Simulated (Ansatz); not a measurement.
C:
Space group P4₂/mmc (No. 131); a = b = 2.600 Å, c = 5.987 Å, α = β = γ = 90.00°

```csv
atom,site,symmetry,x,y,z
C,2e,-4m2,0.0000,0.0000,0.2500
C,4i,2mm.,0.5000,0.0000,0.1118
```

Relaxed at zero pressure with PBE in the plane-wave PAW code Ansatz.

Question: The volume is raised by 6 % and shape and atoms relax at that volume. What pressure results, and how do the axes share the change?

Answer: -16.6 GPa; a 2.3 %, b 2.3 %, c 1.3 %; the energy rises by 22 meV/atom.

Question: Give the new structure.

Answer: 
Space group P4₂/mmc (No. 131); a = 2.6602 Å, b = 2.6602 Å, c = 6.0643 Å, α = 90.00°, β = 90.00°, γ = 90.00°

```tsv
atom	site	symmetry	x	y	z
C	2e	-4m2	0.0000	0.0000	0.2500
C	4i	2mm.	0.5000	0.0000	0.1112
```

The phase is kept; no other phase was compared at this pressure.

Space group P4_2/mmc. The start of the workflow was typed in or built on a structure type; neither database checked (COD, Materials Project) lists it. It is not the phase usual at ambient conditions (space group No. 194, 227). The PBE relaxation kept the symmetry of its start; whether a distortion lowers the energy is not shown.

Potentials: the earlier of the program's two PAW sets.
